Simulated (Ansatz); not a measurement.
HfO₂ (fluorite, space group No. 225) at seven volumes, HSE06 in the plane-wave PAW code Ansatz, scaled uniformly. One row is withheld.

| V (Å³/atom) | P (GPa) |
|---|---|
| 9.805 | 31.15 |
| 10.128 | 19.12 |
| 10.451 | 8.84 |
| 10.774 | 0.04 |
| 11.098 | ? |
| 11.421 | -13.96 |
| 11.744 | -19.51 |

Fit the shown pressures and predict the withheld one.

P = (3/2)B₀(x^(7/2) − x^(5/2))[1 + (3/4)(B′ − 4)(x − 1)] with x = (V₀/V)^(2/3). Least squares on the six rows gives V₀ = 10.776 Å³/atom, B₀ = 271 GPa, B′ = 4.16. At V = 11.098, x = 0.9806 and P = -7.51 GPa. The run itself gave -7.51 GPa.

Space group Fm-3m (fluorite). This is a known high-temperature phase of the composition, computed here at zero pressure and temperature. The cell was relaxed with HSE06 under the symmetry of its start; its stability against distortions is not shown here. No spin polarisation was allowed. Spin–orbit coupling is left out wherever it is not named.

Potentials: the earlier of the program's two PAW sets.
